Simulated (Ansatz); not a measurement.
# Calculated Bi-209 nuclear quadrupole resonance for Bi2Se3 at a changed volume

Cell: a COD entry, relaxed with PBE at fixed cell and then changed (volume scaled by 1.02, ions relaxed).

```xyz
5
Lattice="1.9780 1.1420 9.2032 -1.9780 1.1420 9.2032 0.0000 -2.2840 9.2032" Properties=species:S:1:pos:R:3 pbc="T T T"
Bi    0.0000    0.0000   16.4956
Bi    0.0000    0.0000   11.1140
Se    0.0000    0.0000   21.9452
Se    0.0000    0.0000    5.6644
Se    0.0000    0.0000    0.0000
```

Atom numbers follow the list; atoms alike are taken as one site, whose name carries the number of the first.

Method: Kohn–Sham DFT in Ansatz, PBE, plane waves and PAW, scalar-relativistic, 420 eV cutoff, Γ-centred 14×14×14 k-points, Fermi–Dirac smearing 0.05 eV.

Bi-209: I = 9/2, Q = -516.0 mb (year-2017 value). Static lattice, zero field.

(1) The simulated lines lie at 1.19, 2.39, 3.58, 4.78 MHz. What are |C_Q|, η and |V_zz| at Bi?

## Answers

(1) For I = 9/2 and η = 0 the lines are |C_Q|/24 times 1, 2, 3 and 4; η shifts the lowest up most. Here |C_Q| = 28.7 MHz, η = 0.00 and |V_zz| = 2.30 × 10²¹ V/m². The calculation gives V_zz positive; the lines don't show the sign. The site has 6 Se at 2.80–2.98 Å.

An axis of threefold or higher order runs through Bi, so V_zz lies along it and η is zero.

With no gap above 0.1 eV, as in a metal, the gradients converge slowly in k; expect changes of a tenth or more on a denser mesh. Spin–orbit coupling is left out, which shifts gradients on Bi by a few per cent in wide-gap crystals, and can shift them far more where the calculated gap is small or absent, as here. Newer work puts Q(²⁰⁹Bi) near −420 mb, which would lower these couplings by about a fifth. Semilocal functionals make gaps too small and can close them, so the real compound need not be a metal. At this changed cell the PBE pressure is 10 GPa.
